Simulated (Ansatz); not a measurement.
Relaxed-ion elastic tensor of MnPd (CsCl type, Pm-3m) in GPa (Voigt order), plane-wave PAW PBEsol (Ansatz code); density 9.44 g/cm³, 14.19 Å³ per atom.

|  | 1 | 2 | 3 | 4 | 5 | 6 |
|---|---|---|---|---|---|---|
| 1 | 91.1 | 179 | 179 | 0.0 | 0.0 | 0.0 |
| 2 | 179 | 91.1 | 179 | 0.0 | 0.0 | 0.0 |
| 3 | 179 | 179 | 91.1 | 0.0 | 0.0 | 0.0 |
| 4 | 0.0 | 0.0 | 0.0 | 102 | 0.0 | 0.0 |
| 5 | 0.0 | 0.0 | 0.0 | 0.0 | 102 | 0.0 |
| 6 | 0.0 | 0.0 | 0.0 | 0.0 | 0.0 | 102 |

Question: Is the crystal mechanically stable?

Answer: No: the smallest eigenvalue of C is -88.2 GPa.

The workflow started from an entry of the Crystallography Open Database (COD), which files this formula under 2 space groups. Its standing as an ambient phase is unchecked. The PBEsol relaxation kept the symmetry of its start, as lowered by the spin order. At this level the phase is mechanically unstable. Spin order of the final state: antiferromagnetic, chosen from 4 collinear starts compared on coarse meshes (ties went to the first, and starts can fall back to one state), not a proven ground state. The volume moved by 39 % from the start of the relaxation. As this level gives no gap, shear constants depend on the k-mesh and smearing (Fermi–Dirac, 0.1 eV here).

Potentials: the later of the program's two PAW sets.
